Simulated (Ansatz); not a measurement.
Si3P4:
```xyz
14
Lattice="-4.0429 4.0429 4.0429 4.0429 -4.0429 4.0429 4.0429 4.0429 -4.0429" Properties=species:S:1:pos:R:3 pbc="T T T"
Si     3.0321     0.0000     2.0214
Si     1.0107     0.0000     6.0643
Si     2.0214     3.0321     0.0000
Si     6.0643     1.0107     0.0000
Si     0.0000     2.0214     3.0321
Si     0.0000     6.0643     1.0107
P      0.0393     0.0393     0.0393
P     -0.0393     4.0035     0.0393
P      4.0035     0.0393    -0.0393
P      0.0393    -0.0393     4.0035
P      2.0608     2.0608     2.0608
P      1.9821     6.0249    -1.9821
P     -1.9821     1.9821     6.0249
P      6.0249    -1.9821     1.9821
```

Relaxed with PBE. Special points in fractions of this cell's reciprocal vectors: Γ (0.000, 0.000, 0.000); H (0.500, -0.500, 0.500); N (0.000, 0.000, 0.500); P (0.250, 0.250, 0.250).

Q: List the band energies nearest the Fermi level at these points for PBE (plane waves, PAW; program Ansatz).

A: In eV from the Fermi level; about four levels below and three above (degenerate sets whole), none deeper than 8.9 eV; points with the same levels are listed once.

```tsv
k	below	above
Γ	-1.52 -1.52 -1.52 -0.98	0.01 0.01 0.12 0.12 0.12
H	-2.10 -2.10 -2.10 -2.10 -2.10 -2.10 -1.14 -1.14	1.32 1.32 1.32 1.32 1.32 1.32
N	-1.15 -1.15 -0.20 -0.20	1.26 1.26 1.69 1.69
P	-0.69 -0.69 -0.69 -0.69	2.03 2.03 2.03 2.03
```

Space group I-43d. A made-up cell: these elements were put on the sites of a structure type; neither database checked (COD, Materials Project) lists it. Its standing as an ambient phase is unchecked. The cell was relaxed with PBE under the symmetry of its start; its stability against distortions is not shown here.

Potentials: the later of the program's two PAW sets.
